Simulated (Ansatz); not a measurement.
W:
```yaml
crystal:
  lattice:
    - [-1.58447, 1.58447, 1.58447]
    - [1.58447, -1.58447, 1.58447]
    - [1.58447, 1.58447, -1.58447]
  atoms:
    - { symbol: W, position: [0.00000, 0.00000, 0.00000] }
```

Relaxed with r²SCAN. Special points in fractions of this cell's reciprocal vectors: Γ (0.000, 0.000, 0.000); H (0.500, -0.500, 0.500); N (0.000, 0.000, 0.500); P (0.250, 0.250, 0.250).

Task: List the band energies nearest the Fermi level at these points for the program Ansatz at the r²SCAN level (PAW).

Result: In eV from the Fermi level; about four levels below and three above (degenerate sets whole), none deeper than 8.9 eV; … stands for higher levels left out; points with the same levels are listed once.

```csv
k,below,above
Γ,-1.28 -1.28 -1.28,2.55 2.55 …
H,-5.98 -5.98,5.31 5.31 5.31
N,-6.52 -3.73,0.54 2.39 3.44
P,-3.16 -3.16 -3.16,3.62 3.62 7.19
```

Space group Im-3m (bcc (W type)). The cell was relaxed with r²SCAN under the symmetry of its start. No spin polarisation was allowed. Spin–orbit coupling is left out wherever it is not named.

Potentials: the earlier of the program's two PAW sets.
